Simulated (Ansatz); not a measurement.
Data sheet: TaRu (DFT)

TaRu:
```
CELL_PARAMETERS angstrom
      3.02161     0.00000     0.00000
      0.00000     3.02161     0.00000
      0.00000     0.00000     3.39189
ATOMIC_POSITIONS crystal
  Ta 0.50000 0.50000 0.50000
  Ru 0.00000 0.00000 0.00000
```

Space group P4/mmm (No. 123), L1₀ or tetragonal B2; conventional cell a = b = 3.022 Å, c = 3.392 Å, α = β = γ = 90.00°.

Method: the program Ansatz at the PBEsol level (PAW). The cell and atoms are relaxed at this level. Other levels are named where they apply.

**Cell and energy**

| Property | Result |
|---|---|
| Volume per atom | 15.48 Å³ |
| Density | 15.12 g/cm³ |
| Formation energy from the elements (no fitted shifts) | -0.29 eV/atom |

**Electronic structure**

| Property | Value |
|---|---|
| Electronic character | metallic (no gap) |
| Density of states at the Fermi level | 0.99 states/eV per atom (mean over ±0.08 eV) |
| Gap with spin–orbit coupling | none (metallic) |

**Mechanics**

| Quantity | Value |
|---|---|
| Bulk modulus (Birch–Murnaghan fit) | 2720 kbar |
| Pressure derivative B′ | 4.3 |
| Elastic constants (relaxed ions, GPa) | C11 = 406, C12 = 203, C13 = 219, C33 = 371, C44 = 71.0, C66 = 70.1 |
| Mechanical stability | stable (all eigenvalues of C positive) |
| Hill bulk and shear moduli | 274 and 77.8 GPa |
| Young's modulus | 213 GPa |
| Poisson's ratio | 0.37 |
| Debye temperature from the elastic constants | 305 K |

**Phonons**

| Quantity | Result |
|---|---|
| Highest zone-centre frequency | 155 cm⁻¹ |
| Zone-centre stability | no imaginary mode at Γ |

The workflow started from a Materials Project entry (that database holds measured and hypothetical structures alike); the Crystallography Open Database files this formula in space group No. 123, but the cells were not matched. Whether it is the stable phase at ambient conditions was not checked. The cell was relaxed with PBEsol under the symmetry of its start. The run is not spin-polarised. As this level gives no gap, shear constants depend on the k-mesh and smearing (Fermi–Dirac, 0.1 eV here). As this level gives no gap, phonon frequencies hold no LO–TO term and depend on the k-mesh and smearing (Fermi–Dirac, 0.1 eV here). Axis ratios of metals converge slowly with the k-mesh, so a and c are less sure than the volume. On the denser mesh and wider smearing of the elastic run this cell carries a stress of 0.4 GPa. The references are the lowest solids computed at this level, not always the standard phases. Spin–orbit coupling is left out wherever it is not named.

Potentials: the earlier of the program's two PAW sets. The files were generated under PBE; for other functionals the program regenerates the frozen cores, and for LDA and PBEsol the local potential too.
